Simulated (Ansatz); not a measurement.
ZnS:
```xyz
12
Lattice="3.8091 0.0000 0.0000 -1.9045 3.2988 0.0000 0.0000 0.0000 18.6904" Properties=species:S:1:pos:R:3 pbc="T T T"
Zn     0.0000     2.1992    15.5743
Zn     1.9045     1.0996     6.2291
Zn     1.9045     1.0996    12.4631
Zn     0.0000     2.1992     3.1179
Zn     0.0000     0.0000     9.3458
Zn     0.0000     0.0000     0.0006
S      0.0000     2.1992    17.9078
S      1.9045     1.0996     8.5626
S      1.9045     1.0996    14.7962
S      0.0000     2.1992     5.4509
S      0.0000     0.0000    11.6835
S      0.0000     0.0000     2.3383
```

Relaxed with r²SCAN. Independent-particle spectrum: no excitons, no local fields, no scissors shift; 0.1 eV broadening; ε₁ of the summed bands alone.

**Question.** Tabulate the dielectric function from plane-wave PAW r²SCAN (Ansatz code).

**Answer.** 

```
E (eV)  ε₁ xx  ε₂ xx  ε₁ zz  ε₂ zz
------  -----  -----  -----  -----
0.0      5.52   0.00   5.55   0.00
0.5      5.55   0.00   5.58   0.00
1.0      5.63   0.00   5.67   0.00
1.5      5.80   0.00   5.83   0.00
2.0      6.06   0.00   6.10   0.00
2.5      6.52   0.00   6.56   0.00
3.0      7.14   0.56   7.24   0.56
3.5      7.47   0.89   7.55   0.94
4.0      8.21   1.23   8.22   1.29
4.5     10.03   2.14   9.66   1.97
5.0      8.71   5.80  10.42   6.43
5.5      8.03   5.67   7.92   7.70
6.0     10.85   7.65   7.46   7.96
6.5      3.29  13.78   2.08  12.97
7.0      0.22   8.97   1.59   9.52
7.5      0.70   7.91  -0.04   7.58
8.0     -0.34   8.86   0.56   9.04
8.5     -2.69   7.15  -2.49   6.77
9.0     -2.77   4.81  -3.56   5.47
9.5     -2.57   3.86  -2.71   3.42
10.0    -2.02   3.00  -2.01   2.77
10.5    -1.48   2.79  -1.20   2.62
11.0    -1.49   2.66  -1.42   2.95
11.5    -1.64   2.27  -1.82   2.27
12.0    -1.54   1.72  -1.49   1.63
```

**Question.** From ε at 3.3 eV (xx: 7.30 + 0.78i), find n, k, the normal reflectivity and the absorption coefficient.

**Answer.** n = 2.71, k = 0.144, R = 21 %, α = 2kE/ħc = 48000 cm⁻¹.

With all bands, ε∞ without local fields is 5.61 (xx = yy), 5.64 (zz).

Space group P6_3mc (6H polytype). The first step of the workflow began from a Materials Project structure, measured or hypothetical. Its sites differ from those of the usual phase in this space group: another stacking or structure type. The cell was relaxed with r²SCAN under the symmetry of its start; whether a distortion lowers the energy is not shown.

Potentials: the later of the program's two PAW sets.
